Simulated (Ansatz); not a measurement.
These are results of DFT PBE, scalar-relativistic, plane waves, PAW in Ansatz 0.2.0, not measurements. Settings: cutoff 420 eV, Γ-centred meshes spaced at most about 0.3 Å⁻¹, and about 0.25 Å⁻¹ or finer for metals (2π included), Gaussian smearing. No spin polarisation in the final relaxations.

All energies are static (0 K, no zero-point motion).

Two forms of ScSbTe₄ were relaxed alike.

A.

```cif
data_structure
_symmetry_space_group_name_H-M 'F-43m'
_symmetry_Int_Tables_number 216
_cell_length_a 8.9000
_cell_length_b 8.9000
_cell_length_c 8.9000
_cell_angle_alpha 90.000
_cell_angle_beta 90.000
_cell_angle_gamma 90.000
_cell_volume 704.96
loop_
_atom_site_label
_atom_site_type_symbol
_atom_site_symmetry_multiplicity
_atom_site_Wyckoff_symbol
_atom_site_fract_x
_atom_site_fract_y
_atom_site_fract_z
_atom_site_occupancy
Sc1 Sc 4 d 0.25000 0.25000 0.75000 1
Sb1 Sb 4 a 0.00000 0.00000 0.00000 1
Te1 Te 16 e 0.62480 0.12480 0.87520 1
```

B.

```cif
data_structure
_symmetry_space_group_name_H-M 'P4/mmm'
_symmetry_Int_Tables_number 123
_cell_length_a 5.0721
_cell_length_b 5.0721
_cell_length_c 7.4372
_cell_angle_alpha 90.000
_cell_angle_beta 90.000
_cell_angle_gamma 90.000
_cell_volume 191.33
loop_
_atom_site_label
_atom_site_type_symbol
_atom_site_symmetry_multiplicity
_atom_site_Wyckoff_symbol
_atom_site_fract_x
_atom_site_fract_y
_atom_site_fract_z
_atom_site_occupancy
Sc1 Sc 1 d 0.50000 0.50000 0.50000 1
Sb1 Sb 1 a 0.00000 0.00000 0.00000 1
Te1 Te 4 i 0.50000 0.00000 0.73084 1
```

Task: Which would you expect to be lower, and how large is the difference?

Result: B is lower, by 0.70 eV/atom. A has space group F-43m (No. 216), 29.4 Å³/atom and no gap on its mesh; B has space group P4/mmm (No. 123), 31.9 Å³/atom and no gap. Counting Sb or Te atoms around Sc (for each partner element, those within 1.25 times its shortest distance or 1.15 times the sum of covalent radii, where it is the nearest in units of that sum or under 1.3; the shortest distance is added where it is long for a bond), A has Sc 16 from 3.7 Å and B has Sc 8. The lower one is the more open, so pressure narrows the difference. Both come from invented guesses.

Spin–orbit coupling, which can matter for Sb and Te, is left out. Cells relaxed within their symmetry can be saddle points.
